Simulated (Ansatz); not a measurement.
Computed with DFT PBE, scalar-relativistic, plane waves, PAW (Ansatz). All cells share a 420 eV cutoff and Γ-centred k meshes spaced at most about 0.3 Å⁻¹ (2π included). No spin polarisation in the final relaxations.

These are static total energies at zero pressure.

Two relaxed structures of LiBeF₃:

1.

```
CELL_PARAMETERS angstrom
2.76799 0.00000 0.00000
0.00000 2.61395 4.08271
0.00000 -2.61395 4.08271
ATOMIC_POSITIONS crystal
Li 0.50000 0.69394 0.69394
Be 0.00000 0.05478 0.05478
F 0.50000 0.94462 0.94462
F 0.00000 0.90516 0.40103
F 0.00000 0.40103 0.90516
```

2.

```
CELL_PARAMETERS angstrom
3.49787 0.00000 0.00000
0.00000 3.49787 0.00000
0.00000 0.00000 3.49787
ATOMIC_POSITIONS crystal
Li 0.50000 0.50000 0.50000
Be 0.00000 0.00000 0.00000
F 0.50000 0.00000 0.00000
F 0.00000 0.50000 0.00000
F 0.00000 0.00000 0.50000
```

**Question.** Which would you expect to be lower, and how large is the difference?

**Answer.** Cell 1 is lower, by 295 meV/atom. Cell 1 has space group Amm2 (No. 38), 11.8 Å³/atom and a gap of 7.53 eV on its mesh; cell 2 has the cubic perovskite type, space group Pm-3m (No. 221), 8.6 Å³/atom and a gap of 7.52 eV. Counting F atoms around Be and Li (those within 1.25 times the shortest such distance or 1.15 times the sum of covalent radii; the shortest distance is added where it is long for a bond), cell 1 has Li 5, Be 4 and cell 2 has Li 12 from 2.5 Å, Be 6. The lower one is the more open, so pressure narrows the difference. Both come from invented guesses.

Kohn–Sham gaps at this level usually fall short of measured ones. Cells relaxed within their symmetry can be saddle points. The Amm2 cell of LiBeF3 came from shaking the Pm-3m one.
